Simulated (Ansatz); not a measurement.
The relaxed structure here is a generated cell of Zr3Si: the first start was made by a random draw of sites in a space group, and the end was not matched to a known phase here, so it may be hypothetical.

Relaxation of a randomly generated symmetric cell of Zr3Si (space group No. 166); 4 atoms in the cell, which starts as R-3m, hexagonal axes (No. 166), hR4; a = 7.4066 Å, b = 7.4066 Å, c = 8.0372 Å, α = 90.00°, β = 90.00°, γ = 120.00°. Level of theory: r2SCAN (plane waves to 500 eV, PAW, scalar-relativistic; Ansatz, an electronic-structure program). Γ-centred k-mesh 5×5×5 on the run's cell (coarser than for final values), Fermi–Dirac smearing 0.05 eV. This is the first round of the run. 

The optimiser's lines from the output (shortened; P is positive under compression):

```
relax step   1: F+E_penalty+E_count = -13220.94484774 eV  Δ(F+E_penalty+E_count) = +0.000e0 eV  max|allowed force component| = 1.479e-29 eV/Å  Δτ_max = 0.0000 Å  P = -20.634 GPa  Ω = 127.277 Å³  (7 SCF iters, dr2 threshold 1.00e-7 eV, accepted)
relax step   2: F+E_penalty+E_count = -13223.10855087 eV  Δ(F+E_penalty+E_count) = -2.164e0 eV  max|allowed force component| = 8.501e-30 eV/Å  Δτ_max = 0.0000 Å  P = -18.802 GPa  Ω = 110.021 Å³  (6 SCF iters, dr2 threshold 4.00e-7 eV, accepted)
relax step   3: F+E_penalty+E_count = -13224.64983252 eV  Δ(F+E_penalty+E_count) = -1.541e0 eV  max|allowed force component| = 3.468e-29 eV/Å  Δτ_max = 0.0000 Å  P = -13.869 GPa  Ω = 95.814 Å³  (6 SCF iters, dr2 threshold 4.00e-7 eV, accepted)
relax step   4: F+E_penalty+E_count = -13225.49402307 eV  Δ(F+E_penalty+E_count) = -8.442e-1 eV  max|allowed force component| = 3.373e-29 eV/Å  Δτ_max = 0.0000 Å  P = -5.517 GPa  Ω = 84.578 Å³  (7 SCF iters, dr2 threshold 4.00e-7 eV, accepted)
relax step   5: F+E_penalty+E_count = -13225.58627793 eV  Δ(F+E_penalty+E_count) = -9.225e-2 eV  max|allowed force component| = 1.420e-29 eV/Å  Δτ_max = 0.0000 Å  P = +4.419 GPa  Ω = 76.993 Å³  (7 SCF iters, dr2 threshold 4.00e-7 eV, accepted)
relax step   6: F+E_penalty+E_count = -13225.64790614 eV  Δ(F+E_penalty+E_count) = -6.163e-2 eV  max|allowed force component| = 4.207e-30 eV/Å  Δτ_max = 0.0000 Å  P = -0.346 GPa  Ω = 80.159 Å³  (6 SCF iters, dr2 threshold 4.00e-7 eV, accepted)
relax step   7: F+E_penalty+E_count = -13225.64826300 eV  Δ(F+E_penalty+E_count) = -3.569e-4 eV  max|allowed force component| = 1.106e-29 eV/Å  Δτ_max = 0.0000 Å  P = -0.010 GPa  Ω = 79.913 Å³  (4 SCF iters, dr2 threshold 3.65e-7 eV, accepted)
relax step   8: F+E_penalty+E_count = -13225.63948464 eV  Δ(F+E_penalty+E_count) = +8.778e-3 eV  max|allowed force component| = 9.027e-30 eV/Å  Δτ_max = 0.0000 Å  P = -0.029 GPa  Ω = 79.913 Å³  stress off target by 2.95e-2 GPa  SCF on the basis re-selected at this cell (its energy is not comparable with the rows above)  (7 SCF iters)
relax step   9: F+E_penalty+E_count = -13225.63949617 eV  Δ(F+E_penalty+E_count) = -1.153e-5 eV  max|allowed force component| = 3.050e-29 eV/Å  Δτ_max = 0.0000 Å  P = -0.000 GPa  Ω = 79.893 Å³  (4 SCF iters, dr2 threshold 2.17e-9 eV, accepted)
relax step  10: F+E_penalty+E_count = -13225.63949617 eV  Δ(F+E_penalty+E_count) = -3.274e-11 eV  max|allowed force component| = 3.369e-29 eV/Å  Δτ_max = 0.0000 Å  P = -0.000 GPa  Ω = 79.893 Å³  stress off target by 5.38e-4 GPa  SCF on the basis re-selected at this cell (its energy is not comparable with the rows above)  (4 SCF iters)
```

From the first to the last row the energy changes by -1.17 eV/atom and the volume by -37.2 %. The last row is marked as not comparable with the walk above it, whose basis was carried along; it does compare with step 1, since both stand on a basis selected at the nominal cutoff for their own cell.

Later rounds, restarted from the end of this one on a renewed k-mesh, logged 8 more steps. The final structure after all rounds: Pm-3m (No. 221), cP4, Cu3Au type; a = b = c = 4.3047 Å, α = β = γ = 90.00°. Between re-selections the logged energies stand on a plane-wave basis carried along with the cell. No spin polarisation in the result.

The run could not lose the symmetry of its start; a randomly shaken copy of 8 atoms returns to this structure.

All atoms sit on sites fixed by symmetry, so only the cell could relax.
